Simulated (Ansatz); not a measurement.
Relaxed GaP (zinc blende):

```
CELL_PARAMETERS angstrom
      0.00000     2.72587     2.72587
      2.72587     0.00000     2.72587
      2.72587     2.72587     0.00000
ATOMIC_POSITIONS crystal
  P  0.75000 0.75000 0.75000
  Ga 0.00000 0.00000 0.00000
```

In this cell atom 2 (Ga, nearest neighbour P at 2.361 Å; its periodic images, 3.9 Å or more away, move with it) is moved by u·(0.707, 0.707, 0.000) + v·(0.000, 0.000, 1.000); the rest is frozen.

Computed with r2SCAN (plane waves to 500 eV, PAW, scalar-relativistic; Ansatz, an electronic-structure program). k mesh 8×8×8 (Γ-centred), Fermi-Dirac smearing 0.05 eV. Points where atoms come too close for the PAW data are left out (x in tables, blank in figures). As the smearing reaches across the gap at some points, energies and forces of such displacements shift with the k mesh and the smearing. Fu and Fv are the components of the force on the atom. GaP was relaxed with its symmetry unable to fall. The PAW data are Ansatz's earlier set. 

```json
[
 {"Fv (eV/Å)": "v = -0.780", "u = -0.780": "x", "u = -0.520": "x", "u = -0.260": "6.42", "u = 0.000": "4.41", "u = 0.260": "6.42", "u = 0.520": "x", "u = 0.780": "x"},
 {"Fv (eV/Å)": "v = -0.520", "u = -0.780": "x", "u = -0.520": "x", "u = -0.260": "6.06", "u = 0.000": "4.16", "u = 0.260": "6.06", "u = 0.520": "x", "u = 0.780": "x"},
 {"Fv (eV/Å)": "v = -0.260", "u = -0.780": "x", "u = -0.520": "___", "u = -0.260": "___", "u = 0.000": "2.50", "u = 0.260": "___", "u = 0.520": "___", "u = 0.780": "x"},
 {"Fv (eV/Å)": "v = 0.000", "u = -0.780": "11.24", "u = -0.520": "4.54", "u = -0.260": "1.07", "u = 0.000": "0.00", "u = 0.260": "1.07", "u = 0.520": "4.54", "u = 0.780": "11.24"},
 {"Fv (eV/Å)": "v = 0.260", "u = -0.780": "4.26", "u = -0.520": "0.56", "u = -0.260": "-1.72", "u = 0.000": "-2.50", "u = 0.260": "-1.72", "u = 0.520": "0.56", "u = 0.780": "4.26"},
 {"Fv (eV/Å)": "v = 0.520", "u = -0.780": "0.21", "u = -0.520": "-2.03", "u = -0.260": "-3.60", "u = 0.000": "-4.16", "u = 0.260": "-3.60", "u = 0.520": "-2.03", "u = 0.780": "0.21"},
 {"Fv (eV/Å)": "v = 0.780", "u = -0.780": "-1.70", "u = -0.520": "-3.06", "u = -0.260": "-4.04", "u = 0.000": "-4.41", "u = 0.260": "-4.04", "u = 0.520": "-3.06", "u = 0.780": "-1.70"}
]
```

Task: Complete the blanks.

Result: 
- v = -0.260, u = -0.520: 9.40
- v = -0.260, u = -0.260: 3.99
- v = -0.260, u = 0.260: 3.99
- v = -0.260, u = 0.520: 9.40

(A displaced cell: forces are minus the slopes of the energy, force constants its curvatures, and phonons follow from these.)
